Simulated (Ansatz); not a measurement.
# SiO2: the gap against volume

SiO2, Ia-3, a = 8.447 Å. This isn't the usual stable structure of the compound. Ansatz: r2SCAN, PAW, 500 eV, Γ-centred 4×4×4 mesh on 24 atoms, Gaussian smearing 0.02 eV; no spin polarisation. Shape and atoms are relaxed at each volume; x = ln(V/V0) with V0 = 12.557 Å³/atom. The gap is read at the mesh points alone.

```
      x gap y (eV)
-0.1278       7.085
-0.0943       6.980
-0.0619       6.877
-0.0305       6.745
 0.0000       6.592
 0.0296       6.437
 0.0583       6.278
 0.0953           ?
```

Task: Fit a straight line to the other rows, give the volume deformation potential of the gap and its pressure coefficient, and predict the missing gap. B0 = 53.5 GPa.

Result: Means x = -0.03237, y = 6.7134; Σ(Δx)² = 0.02693, ΣΔxΔy = -0.1173; the slope is their ratio. y = 6.5724 − 4.3555 x. The slope is the deformation potential a = dE_g/d ln V = -4.36 eV, and dE_g/dP = −a/B0 = 81.4 meV/GPa. These are means over the range: the known rows next to V0 give a = -5.1 eV and 96 meV/GPa, nearer the values at zero pressure. With a term in x² added, the coefficient of x becomes -4.995, 15 % more, which shows how far this figure hangs on the form. At x = 0.0953 the fit asked for gives 6.157 eV. The run gave 6.061 eV, so the fit is 0.096 eV too high, 9.4 % of the span of the series, against an rms of 0.031 eV on the fitted rows. The row lies outside the fitted range. With a term in x² added, a fit to the same known rows predicts 6.037 eV, so most of the miss is curvature that the known rows already hold.

Semilocal functionals give gaps under the measured ones; changes of the gap mostly carry over better.

Cost: 8 runs of about 18 core-minutes in all, on Intel Xeon Platinum 8488C (Sapphire Rapids) (shared hosts).